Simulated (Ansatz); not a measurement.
Cs2KInCl6:
```cif
data_Cl24Cs8In4K4
_chemical_formula_sum 'K4 Cs8 In4 Cl24'
_space_group_name_H-M_alt 'Fm-3m'
_space_group_IT_number 225
_space_group_name_Hall '-F 4 2 3'
_cell_length_a 10.88977
_cell_length_b 10.88977
_cell_length_c 10.88977
_cell_angle_alpha 90.000
_cell_angle_beta 90.000
_cell_angle_gamma 90.000
loop_
_atom_site_label
_atom_site_type_symbol
_atom_site_symmetry_multiplicity
_atom_site_Wyckoff_symbol
_atom_site_fract_x
_atom_site_fract_y
_atom_site_fract_z
_atom_site_occupancy
K1 K 4 b 0.50000 0.50000 0.50000 1
Cs1 Cs 8 c 0.25000 0.25000 0.25000 1
In1 In 4 a 0.00000 0.00000 0.00000 1
Cl1 Cl 24 e 0.00000 0.00000 0.23050 1
```
(The calculation used a cell of 10 atoms; values per cell refer to that cell.)

Relaxed with PBEsol.

### Question
Tabulate the valence density and the electron localisation function along the shortest In–Cl contact (2.51 Å), plane-wave PAW PBEsol (Ansatz code).

### Answer


| distance from In (Å) | density (e/Å³) | ELF |
|---|---|---|
| 0.25 | 10.19 | 0.00 |
| 0.38 | 7.49 | 0.01 |
| 0.50 | 4.95 | 0.06 |
| 0.63 | 2.94 | 0.14 |
| 0.75 | 1.60 | 0.21 |
| 0.88 | 0.85 | 0.22 |
| 1.00 | 0.52 | 0.18 |
| 1.13 | 0.41 | 0.18 |
| 1.26 | 0.41 | 0.33 |
| 1.38 | 0.50 | 0.59 |
| 1.51 | 0.66 | 0.77 |
| 1.63 | 0.93 | 0.83 |
| 1.76 | 1.29 | 0.85 |
| 1.88 | 1.66 | 0.82 |
| 2.01 | 1.78 | 0.75 |
| 2.13 | 1.44 | 0.60 |
| 2.26 | 0.74 | 0.40 |

The density is the valence pseudo-density with augmentation charge, so density and ELF within about 1 Å of a nucleus are not all-electron values.

The first step of the workflow began from a Materials Project structure, measured or hypothetical; the Crystallography Open Database copy checked does not list it. Its standing as an ambient phase is unchecked. The PBEsol relaxation kept the symmetry of its start; whether a distortion lowers the energy is not shown. Spin–orbit coupling is left out wherever it is not named.

Potentials: the later of the program's two PAW sets.
